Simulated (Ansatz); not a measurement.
**CsCdCl₃: enthalpy against pressure**

CsCdCl₃, Pm-3m, a = 5.112 Å. The structure is a COD entry; whether it is the stable form wasn't checked. Ansatz: LDA, PAW, 420 eV, Γ-centred 6×6×6 mesh on 5 atoms, Gaussian smearing 0.02 eV; no spin polarisation. Cell and atoms are relaxed at each pressure, and no other structure is tried, so the rows at high pressure may lie past a change of phase. y is the enthalpy over the state at zero pressure; there V0 = 26.721 Å³/atom. The pressures are the targets, met within 0.03 GPa.

| P (GPa) | y (eV/atom) |
| --- | --- |
| -2.0 | -0.3424 |
| 0.0 | 0.0000 |
| 2.0 | 0.3266 |
| 5.0 | 0.7941 |
| 10.0 | 1.5289 |
| 20.0 | ? |
| 40.0 | 5.3136 |

Q: Fit y = c1 P + c2 P² + c3 P³ to the other rows, say what c1 and c2 mean, and predict the missing value.

A: Least squares on the rows shown. y = 0.16672 P − 0.0015733 P² + 1.8158×10⁻⁵ P³. Since dH/dP = V, c1 is V0: 0.16672 eV/GPa × 160.2 = 26.709 Å³ against 26.721; c2 = −V0/(2B0) gives B0 = 53 GPa, where a Birch–Murnaghan fit to the volumes of the same runs (not shown) gives 43 GPa: a cubic over this range folds the higher terms into c2. Above P = −c2/(3 c3) = 29 GPa the cubic's slope, the volume, would rise with pressure, so the form fails there. At P = 20.0 the fit asked for gives 2.8503 eV/atom. The run gave 2.8845 eV/atom, so the fit is 0.0342 eV/atom too low, 0.6 % of the span of the series, against an rms of 0.0016 eV/atom on the fitted rows. With a term in P⁴ added, a fit to the same known rows predicts 2.9142 eV/atom, which misses by about as much or more on the other side: the known rows don't fix the higher terms.

Symmetry holds off the tilts and polar distortions that many cubic perovskites undergo.